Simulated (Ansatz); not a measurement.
An ordered 6-atom cell of Ga3P2N on the zincblende lattice (I-4m2) at its r2SCAN geometry, run in Ansatz 0.2.0 at 3 levels of theory. The calculation is spin-unpolarised, and the structure need not be a phase that has been made.

The r2SCAN input:
```yaml
crystal:
  lattice:
    - [-1.8246747681, 1.8246747681, 7.6278373429]
    - [1.8246747681, -1.8246747681, 7.6278373429]
    - [1.8246747681, 1.8246747681, -7.6278373429]
  atoms:
    - { symbol: "N", position: [0.0, 0.0, 0.0] }
    - { symbol: Ga, position: [0.5644968171, 0.0644968171, 0.5] }
    - { symbol: P, position: [0.6574108638, 0.6574108638, 0.0] }
    - { symbol: Ga, position: [0.25, 0.75, 0.5] }
    - { symbol: P, position: [0.3425891362, 0.3425891362, 0.0] }
    - { symbol: Ga, position: [0.9355031829, 0.4355031829, 0.5] }
kpoints:
  mp_grid: { grid: [10, 10, 10] }
  band_path:
    path:
      - [0.0, 0.0, 0.0]
      - [0.0, 0.0, 0.5]
      - [0.25, 0.25, 0.25]
      - [0.0, 0.5, 0.0]
      - [0.5, 0.5, -0.5]
      - [0.2643056665, 0.7356943335, -0.2643056665]
      - [-0.2643056665, 0.2643056665, 0.2643056665]
      - [-0.0286113329, 0.0286113329, 0.5]
      - [0.5, 0.5, -0.0286113329]
    npoints: 1
hamiltonian:
  xc: r2scan
scf:
  occupations: { method: fixed }
  n_extra_bands: 5
output:
  forces: true
  stress: true
  eigenvalues: true
```

Main results, then, where recorded, the levels near the gap in eV from the Fermi energy (columns number the bands from 0), one row a point of the path (Γ, X, P, N, M, S, S₀, R, G):
```
Crystal: 6 atoms, lattice volume = 101.586 Å³
Symmetry: 8 space group operations
Space group: I-4m2 (ITA 119)
```
```
Basis set: ecut = 500 eV, 2599 PW (Γ), FFT grids on a1+a3, a2+a3, a3
k-points: 102 of 1000 (time reversal used)
SCF converged after 8 iterations
Free energy (F): -13276.124501 eV
Fermi energy:    7.967616 eV
--- Forces (eV/Å), atoms counted from 1 ---
  atom   1  N       0.00000      0.00000      0.00000
  atom   2  Ga      0.00000      0.00000    -0.00142
  atom   3  P       0.00000      0.00000      0.00041
  atom   4  Ga      0.00000      0.00000      0.00000
  atom   5  P       0.00000      0.00000    -0.00041
  atom   6  Ga      0.00000      0.00000      0.00142
--- Stress (GPa, compression-positive) ---
       -0.017031       0.000000       0.000000
        0.000000      -0.017031       0.000000
        0.000000       0.000000       0.009245
  P = ⅓ Tr σ = -0.0083 GPa (-0.083 kbar)
```
```tsv
band_22	band_23	band_24	band_25	band_26	band_27	band_28	band_29
-1.878	-1.878	-0.409	0.000	0.000	0.610	2.775	3.127
-3.802	-3.756	-3.467	-2.996	-2.946	1.958	2.750	3.601
-3.969	-3.333	-3.263	-3.214	-3.111	2.386	2.703	3.126
-2.848	-2.809	-1.380	-0.757	-0.653	1.606	3.673	4.361
-1.908	-1.398	-1.398	-0.520	-0.520	1.786	2.688	3.447
-2.818	-1.919	-1.646	-0.821	-0.584	1.512	3.545	4.294
-2.818	-1.919	-1.646	-0.821	-0.584	1.512	3.545	4.294
-3.790	-3.742	-3.390	-3.028	-2.977	2.029	2.811	3.576
-3.790	-3.742	-3.390	-3.028	-2.977	2.029	2.811	3.576
```

r2SCAN gives a direct gap of 0.61 eV at Γ.

Problem. Another run on the same cell gave
```
Basis set: ecut = 420 eV, 1957 PW (Γ), FFT grids on a1+a3, a2+a3, a3
k-points: 30 of 216 (time reversal used)
hybrid outer 1: dexx = +2.912e-2 eV, tail = 8.35e-5 eV
hybrid outer 2: dexx = +2.530e-6 eV, tail = 4.39e-8 eV, Δε = 2.73e-3 eV, ΔF = 2.05e-3 eV/Å
hybrid SCF converged: 2 outer / 14 inner (+6 warm-up)
Free energy (F): -13248.347243 eV
Fermi energy:    7.681852 eV
--- Forces (eV/Å), atoms counted from 1 ---
  atom   1  N       0.00000      0.00000      0.00000
  atom   2  Ga      0.00000      0.00000    -0.09673
  atom   3  P       0.00000      0.00000    -0.00032
  atom   4  Ga      0.00000      0.00000      0.00000
  atom   5  P       0.00000      0.00000      0.00032
  atom   6  Ga      0.00000      0.00000      0.09673
--- Stress (GPa, compression-positive) ---
        0.436788       0.000000       0.000000
        0.000000       0.436788       0.000000
        0.000000       0.000000       0.575193
  P = ⅓ Tr σ = 0.4829 GPa (4.829 kbar)
```
```tsv
band_22	band_23	band_24	band_25	band_26	band_27	band_28	band_29
-1.953	-1.953	-0.477	0.000	0.000	1.062	3.287	3.621
-3.995	-3.991	-3.773	-3.147	-3.084	2.362	3.283	4.086
-4.149	-3.594	-3.531	-3.361	-3.197	2.790	3.158	3.667
-3.052	-3.028	-1.483	-0.779	-0.670	2.147	4.242	4.886
-2.147	-1.461	-1.461	-0.530	-0.530	2.207	3.203	3.922
-3.037	-1.967	-1.808	-0.846	-0.598	2.041	4.085	4.818
-3.037	-1.967	-1.808	-0.846	-0.598	2.041	4.085	4.818
-4.045	-3.918	-3.674	-3.180	-3.116	2.435	3.346	4.083
-4.045	-3.918	-3.674	-3.180	-3.116	2.435	3.346	4.083
```
Which level of theory and mesh gave it?

Solution. It is HSE06, judged by the exchange loop and the size of the gap (a near hybrid could fit too), on 6×6×6; the blocks that differ from the first input, but for the band path:
```yaml
kpoints:
  mp_grid: { grid: [6, 6, 6] }
hamiltonian:
  xc: hse06
```
HSE06 gives a direct gap of 1.06 eV at Γ. With the atoms held, the mean pressure is +0.5 GPa (compression positive). The stress of a hybrid is loosely converged here.

Problem. In the first input these blocks are replaced (the band path and keys that only write files left aside):
```yaml
kpoints:
  mp_grid: { grid: [6, 6, 6] }
hamiltonian:
  xc: pbe0
```
What comes out?

Solution.
```
Basis set: ecut = 420 eV, 1957 PW (Γ), FFT grids on a1+a3, a2+a3, a3
k-points: 30 of 216 (time reversal used)
hybrid outer 1: dexx = +4.034e-2 eV, tail = 1.03e-4 eV
hybrid outer 2: dexx = +4.910e-6 eV, tail = 6.51e-8 eV, Δε = 3.30e-3 eV, ΔF = 3.97e-3 eV/Å
hybrid SCF converged: 2 outer / 14 inner (+6 warm-up)
Free energy (F): -13248.885928 eV
Fermi energy:    7.334886 eV
--- Forces (eV/Å), atoms counted from 1 ---
  atom   1  N       0.00000      0.00000      0.00000
  atom   2  Ga      0.00000      0.00000    -0.07903
  atom   3  P       0.00000      0.00000    -0.00283
  atom   4  Ga      0.00000      0.00000      0.00000
  atom   5  P       0.00000      0.00000      0.00283
  atom   6  Ga      0.00000      0.00000      0.07903
--- Stress (GPa, compression-positive) ---
        0.194894       0.000000       0.000000
        0.000000       0.194894       0.000000
        0.000000       0.000000       0.360258
  P = ⅓ Tr σ = 0.2500 GPa (2.500 kbar)
```
```tsv
band_22	band_23	band_24	band_25	band_26	band_27	band_28	band_29
-1.985	-1.985	-0.467	0.000	0.000	1.701	3.964	4.298
-4.053	-4.051	-3.833	-3.183	-3.118	3.040	3.971	4.789
-4.213	-3.646	-3.578	-3.402	-3.233	3.476	3.846	4.363
-3.104	-3.058	-1.498	-0.797	-0.684	2.816	4.941	5.580
-2.191	-1.487	-1.487	-0.543	-0.543	2.893	3.887	4.602
-3.067	-1.987	-1.833	-0.865	-0.611	2.706	4.772	5.511
-3.067	-1.987	-1.833	-0.865	-0.611	2.706	4.772	5.511
-4.104	-3.976	-3.733	-3.217	-3.151	3.115	4.035	4.787
-4.104	-3.976	-3.733	-3.217	-3.151	3.115	4.035	4.787
```
With PBE0 the gap is 1.70 eV and direct, at Γ. The mean stress, +0.3 GPa, is small, and the program warns that its thresholds are loose for a hybrid's stress.

The hybrids run on coarser meshes, which limits their stresses and small splittings of levels.

Totals of different functionals can't be compared.
